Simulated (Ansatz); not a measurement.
## Pressure against volume: ScIn3

```cif
data_structure
_symmetry_space_group_name_H-M 'P 1'
_symmetry_Int_Tables_number 1
_cell_length_a 4.4600
_cell_length_b 4.4600
_cell_length_c 4.4600
_cell_angle_alpha 90.000
_cell_angle_beta 90.000
_cell_angle_gamma 90.000
_cell_volume 88.72
loop_
_atom_site_label
_atom_site_type_symbol
_atom_site_fract_x
_atom_site_fract_y
_atom_site_fract_z
_atom_site_occupancy
Sc1 Sc 0.00000 0.00000 0.00000 1
In1 In 0.00000 0.50000 0.50000 1
In2 In 0.50000 0.00000 0.50000 1
In3 In 0.50000 0.50000 0.00000 1
```

The runs use the primitive cell with vectors (4.460, 0.000, 0.000), (0.000, 4.460, 0.000), (0.000, 0.000, 4.460) Å, to which the k mesh refers.

The cell is COD entry 1539387, as deposited and not checked against the literature; nothing was relaxed.

Spin–orbit coupling is left out, though it moves levels of the heavy atoms by tenths of an eV or more.

Levels of theory: DFT, PBEsol, all-electron LAPW, scalar-relativistic (Ansatz 0.2.0); DFT, PBEsol, PAW with Ansatz's default frozen-core files, scalar-relativistic (Ansatz 0.2.0).

For LAPW: a Γ-centred 8×8×8 k mesh, Fermi–Dirac smearing of 0.08 eV, basis error target 1 meV/atom, no spin polarisation. PAW takes a cutoff of 420 eV at this cell (files made with PBE, cores remade for this functional). The Ansatz runs share mesh, smearing and spin set-up. Plane-wave (PAW) pressures include the program's estimate of the Pulay term.

The cell above is scaled evenly, with fractional coordinates and shape held.

```
V/V(cell)  V (Å³/atom)  P, LAPW (GPa)  P, PAW (GPa)
   0.9400       20.848           4.28          4.27
   0.9600       21.292           2.58          2.57
   0.9800       21.736           1.07          1.05
   0.9900       21.957           0.37          0.36
   1.0000       22.179          -0.29         -0.30
   1.0100       22.401          -0.91         -0.92
   1.0200       22.623          -1.50         -1.51
   1.0400       23.066          -2.58         -2.58
   1.0600       23.510          -3.54         -3.55
```

Task: What do Birch–Murnaghan fits to the pressures give?

Result: LAPW: V0 = 22.08 Å³/atom, B0 = 65 GPa, B0′ = 4.6; PAW: V0 = 22.08 Å³/atom, B0 = 65 GPa, B0′ = 4.6.

PAW's V0 lies -0.02 % from the all-electron value and its B0 0.0 %. Symmetry fixes shape and coordinates here, so this is the relaxed modulus.
